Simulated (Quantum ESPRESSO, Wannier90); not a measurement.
**Tight-binding from DFT: AlNi (Cmmm)**

```xyz
2
Lattice="1.9387 -1.9532 0.0000 1.9387 1.9532 0.0000 0.0000 0.0000 3.0994" Properties=species:S:1:pos:R:3 pbc="T T T"
Al     0.0000     0.0000     0.0000
Ni     1.9387     0.0000     1.5497
```

Materials Project entry mp-1228868; symmetrised, unrelaxed at this level. Not found in the COD (Crystallography Open Database) copy used, which has the formula in other groups; not checked further. The atoms lie within 0.1 Å of the higher space group P4/mmm. Level: PBEsol, no spin polarisation, no spin-orbit coupling; pw.x of Quantum ESPRESSO at 79 Ry with PseudoDojo potentials, 12×12×10 k-points, Wannier90. Density: 16×16×14 mesh, cold smearing 0.01 Ry. A non-magnetic state is assumed; magnetic ones were not tried.

A tight-binding model is made by disentanglement and projection with no localisation steps (num_iter = 0), so the 13 orbitals stay atom-like: hydrogen-like Al: s;p; Ni: s;p;d, axes along x, y, z; frozen window up to 1.50 eV relative to the Fermi level. It follows pw.x to 4.5 meV rms for states up to 1.0 eV relative to the Fermi level. Matrix elements depend on this choice of orbitals and windows.

Question: What are the on-site energies relative to the Fermi level, and how fast do the hoppings decay?

Answer: 
| atom | orbitals | energy (eV) |
|---|---|---|
| Al1 | s | 3.03 |
| Al1 | pz | 8.91 |
| Al1 | px | 8.22 |
| Al1 | py | 8.17 |
| Ni2 | s | 3.88 |
| Ni2 | pz | 9.65 |
| Ni2 | px py | 10.13 |
| Ni2 | dz2 dxy | -2.21 |
| Ni2 | dxz dyz | -2.41 |
| Ni2 | dx2-y2 | -2.28 |

| distance of the centres (Å) | largest modulus (eV) |
|---|---|
| 2–3 | 2.1 |
| 3–4 | 1.6 |
| 4–5 | 0.53 |
| 5–6 | 0.15 |
| 6–7 | 0.077 |
| 7–8 | 0.037 |
| 8–9 | 0.018 |
| 9–10 | 0.025 |
| 10–11 | 0.0076 |
| 11–12 | 0.0053 |
| 12–13 | 0.0052 |
